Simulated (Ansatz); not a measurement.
## Compressing Zr2Ir: a fit and a missing row

Zr2Ir, I4/mcm, a = 6.504 Å, c = 5.779 Å. The structure is a Materials Project entry; whether it is the stable form wasn't checked. Ansatz: r2SCAN, PAW, 500 eV, Γ-centred 8×8×8 mesh on 6 atoms, Gaussian smearing 0.10 eV; no spin polarisation. Shape and atoms are relaxed at each volume; pressure is positive in compression.

```
V (Å³/atom) P (GPa)
     17.924    21.59
     18.535    14.95
     19.146        ?
     19.757     4.28
     20.368     0.02
     20.979    -3.92
     21.590    -7.38
     22.405   -11.26
```

**Question.** Take V0 = 20.368 Å³/atom, count pressures from its P0 = 0.02 GPa, fit the third-order Birch–Murnaghan form to the other rows, and predict the missing pressure.

**Answer.** With the Eulerian strain f = ½[(V0/V)^(2/3) − 1] and y = (P − P0)/[3f(1 + 2f)^(5/2)], the form is the line y = B0 + 1.5 B0 (B0′ − 4) f. Rows (f, y): 0.04448, 130.6; 0.03244, 131.1; 0.01026, 131.5; -0.00976, 141.4; -0.01905, 142.7; -0.03078, 143.2. Means f = 0.004598, y = 136.75; Σ(Δf)² = 0.004415, ΣΔfΔy = -0.8680; the slope is their ratio. y = 137.7 − 196.6 f GPa, so B0 = 137.7 GPa and B0′ = 4 + 2 × (-196.6)/(3 × 137.7) = 3.05. At V = 19.146, f = 0.02105, y = 133.56 and P = 9.37 GPa. The run gave 9.22 GPa, so the fit is 0.15 GPa too high, within twice the rms miss on the fitted rows (0.13 GPa).

Spin–orbit coupling is left out, which can shift energies with elements as heavy as these.

Cost: 8 runs of about 17 core-minutes in all, on Oxide Virtual Turin-like Processor (Zen 5) (shared hosts).